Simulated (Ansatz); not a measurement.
Relaxed-ion elastic tensor of Mg2SeS in space group P-4m2 (No. 115; Mg on 2g, Se on 1b, S on 1d) in GPa (Voigt order), plane-wave PAW LDA (Ansatz code); density 2.82 g/cm³, 23.53 Å³ per atom.

|  | 1 | 2 | 3 | 4 | 5 | 6 |
|---|---|---|---|---|---|---|
| 1 | 85.3 | 33.1 | 49.7 | 0.0 | 0.0 | 0.0 |
| 2 | 33.1 | 85.3 | 49.7 | 0.0 | 0.0 | 0.0 |
| 3 | 49.7 | 49.7 | 67.3 | 0.0 | 0.0 | 0.0 |
| 4 | 0.0 | 0.0 | 0.0 | 25.5 | 0.0 | 0.0 |
| 5 | 0.0 | 0.0 | 0.0 | 0.0 | 25.5 | 0.0 |
| 6 | 0.0 | 0.0 | 0.0 | 0.0 | 0.0 | 9.6 |

Question: Is the crystal mechanically stable?

Answer: Yes: the smallest eigenvalue of C is 9.6 GPa.

Question: Work out the Voigt, Reuss and Hill averages.

Answer: K_V = 55.9, K_R = 55.9, K_H = 55.9; G_V = 19.2, G_R = 15.1, G_H = 17.1 GPa.

Question: Give Young's modulus, Poisson's ratio, Pugh's ratio and the universal anisotropy index.

Answer: E = 9KG/(3K + G) = 46.6 GPa; ν = 0.36; K/G = 3.26 (ductile by the Pugh limit of 1.75); A_U = 5G_V/G_R + K_V/K_R − 6 = 1.35.

Question: Estimate the sound speeds and the Debye temperature.

Answer: v_l = √((K + 4G/3)/ρ) = 5290 m/s, v_t = √(G/ρ) = 2470 m/s, mean 2780 m/s; Θ = (h/k)(3n/4πV)^(1/3) v_m = 288 K.

Question: How much does each axis shrink under pressure?

Answer: Linear compressibilities β_i = Σ_j S_ij (j = 1 to 3): x 5.8, y 5.8, z 6.3 per TPa.

The first step of the workflow began from a Materials Project structure, measured or hypothetical; the Crystallography Open Database copy checked does not list it. Its standing as an ambient phase is unchecked. The cell was relaxed with LDA under the symmetry of its start; phonons on a q-mesh show no instability.

Potentials: the later of the program's two PAW sets.
